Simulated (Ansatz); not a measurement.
Starting cell, GaSb (zinc blende):

```
GaSb
1.0
    0.00000     6.13244     6.13244
    3.06622     0.00000     3.06622
    3.06622     3.06622     0.00000
Sb Ga
2 2
Direct
  0.37500   0.75000   0.75000
  0.87500   0.75000   0.75000
  0.00000   0.00000   0.00000
  0.50000   0.00000   0.00000
```

Scan: atom 1 (Sb, nearest neighbour Ga at 2.655 Å; its periodic images, 4.3 Å or more away, move with it) is displaced towards the nearest neighbour, direction (-0.577, -0.577, 0.577) in Cartesian axes, by s. The other atoms stay.

These are r2SCAN (plane waves to 500 eV, PAW, scalar-relativistic; Ansatz, a first-principles code) values and carry that method's errors. k mesh 11×11×11 (Γ-centred), Fermi-Dirac smearing 0.05 eV. Energies are smeared free energies. GaSb was relaxed with its symmetry unable to fall. Spin-orbit coupling is left out, though Sb is heavy. ΔE is measured from the undisplaced structure.

Successive frames, forces in eV/Å:

```
frame         ΔE (meV/cell)                 F on Sb1                 F on Sb2                 F on Ga3                 F on Ga4
------------  -------------  -----------------------  -----------------------  -----------------------  -----------------------
s = 0.054 Å              13   (0.292, 0.265, -0.292)   (-0.020, 0.009, 0.020)   (-0.057, 0.028, 0.057)  (-0.215, -0.302, 0.215)
s = 0.000 Å               0   (-0.001, 0.001, 0.001)   (-0.001, 0.001, 0.001)  (0.001, -0.001, -0.001)  (0.001, -0.001, -0.001)
s = -0.054 Å             12  (-0.255, -0.225, 0.255)  (0.020, -0.008, -0.020)  (0.058, -0.033, -0.058)   (0.177, 0.266, -0.177)
```

Question: What are the energy and the forces in the next frame, s = -0.108 Å?

Answer: ΔE (meV/cell) = 45.

| atom | Fx | Fy | Fz |
|---|---|---|---|
| Sb1 | -0.474 | -0.414 | 0.474 |
| Sb2 | 0.042 | -0.017 | -0.042 |
| Ga3 | 0.114 | -0.070 | -0.114 |
| Ga4 | 0.318 | 0.501 | -0.318 |

(For displaced atoms, the force is minus the slope of the energy, and its curvature is a force constant, which sets phonon frequencies.)
